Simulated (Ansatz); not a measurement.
CaGeO$_{3}$: levels and charges under dearer methods

A database entry relaxed whole under r2SCAN at zero pressure (Pnma, No. 62):

```
Ca Ge O
1.0
     5.28750    0.00000    0.00000
     0.00000    7.45026    0.00000
     0.00000    0.00000    5.26231
Ca Ge O
4 4 12
Direct
  0.03514 0.25000 0.99299
  0.96486 0.75000 0.00701
  0.46486 0.75000 0.49299
  0.53514 0.25000 0.50701
  0.50000 0.00000 0.00000
  0.50000 0.50000 0.00000
  0.00000 0.00000 0.50000
  0.00000 0.50000 0.50000
  0.48817 0.25000 0.06775
  0.51183 0.75000 0.93225
  0.01183 0.75000 0.56775
  0.98817 0.25000 0.43225
  0.28554 0.03522 0.71357
  0.71446 0.53522 0.28643
  0.21446 0.96478 0.21357
  0.78554 0.46478 0.78643
  0.71446 0.96478 0.28643
  0.28554 0.46478 0.71357
  0.78554 0.03522 0.78643
  0.21446 0.53522 0.21357
```

Its volume is 10.36 Å³ an atom, +0.5 % against the entry's 10.32, a cell as deposited in COD (1983).

Single points on this cell with plane-wave PAW DFT (Ansatz 0.2.0; r2SCAN 500 eV, hybrids 420 eV; fermi-dirac occupations of width 0.020 eV; no moments): r2SCAN on a 6×4×6 Γ-centred mesh; HSE06 on a 4×2×4 Γ-centred mesh; PBE0 on a 4×2×4 Γ-centred mesh.

Task: How do gap, pressure and charges move from level to level?

Result: The runs give:

```
 level  gap (eV), or kind  pressure (GPa)  Bader charge of Ca (e)  Bader charge of Ge (e)  Bader charge of O (e)
r2SCAN               2.87             0.0                   +1.60                   +2.56                  -1.39
 HSE06               3.88            -0.8                   +1.62                   +2.57                  -1.40
  PBE0               4.61            -0.9                   +1.62                   +2.57                  -1.40
```

Under r2SCAN the gap is 2.87 eV, over mesh and band path. HSE06 moves it by +1.01 eV and PBE0 by +1.74 eV; PBE0 keeps its exact exchange at long range, which widens the gap over HSE06's by 0.73 eV on their common mesh.

Caveats: the relaxation kept the start's symmetry; HSE06 is read on its mesh and at the zone's corners, PBE0 on its mesh alone; hybrid pressures are good to a few tenths of a GPa; pressure is positive in compression.
